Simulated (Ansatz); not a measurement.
Kick test of a cell of Co₃Si₄Ni

The structure comes from a generated guess, relaxed at this level; another structure or a mixture of phases may lie lower.

Method: DFT PBE, scalar-relativistic, plane waves, PAW in Ansatz 0.2.0. Settings: cutoff 420 eV, Γ-centred mesh 12×12×12 on the computed 8-atom cell, Gaussian smearing of 0.10 eV; no spin polarisation.

The cell below (8 atoms, space group R3 (No. 146)) is relaxed within its symmetry.

```
CELL_PARAMETERS angstrom
3.13949 1.81259 2.57598
-3.13949 1.81259 2.57598
0.00000 -3.62518 2.57598
ATOMIC_POSITIONS crystal
Co 0.64376 0.14954 0.85552
Co 0.85552 0.64376 0.14954
Co 0.14954 0.85552 0.64376
Si 0.34456 0.84256 0.15240
Si 0.65872 0.65872 0.65872
Si 0.15240 0.34456 0.84256
Si 0.84256 0.15240 0.34456
Ni 0.35294 0.35294 0.35294
```

For the test it was strained at random (σ = 1.5 % a component), the atoms were moved at random (σ = 0.05 Å), and all was relaxed again on a coarse 6×6×6 mesh (in the run’s order of axes) with 0.20 eV smearing, with no symmetry imposed.

Trial moments died out on the coarse mesh, so the last step has no spin; another magnetic start might hold.

Q: Does it come back?

A: It returns, within 1 meV/atom of the unmoved cell on that mesh and with the same symmetry when read at 0.1 Å. No instability shows in this cell; modes of other wave vectors, which need another repeat, aren't tested.
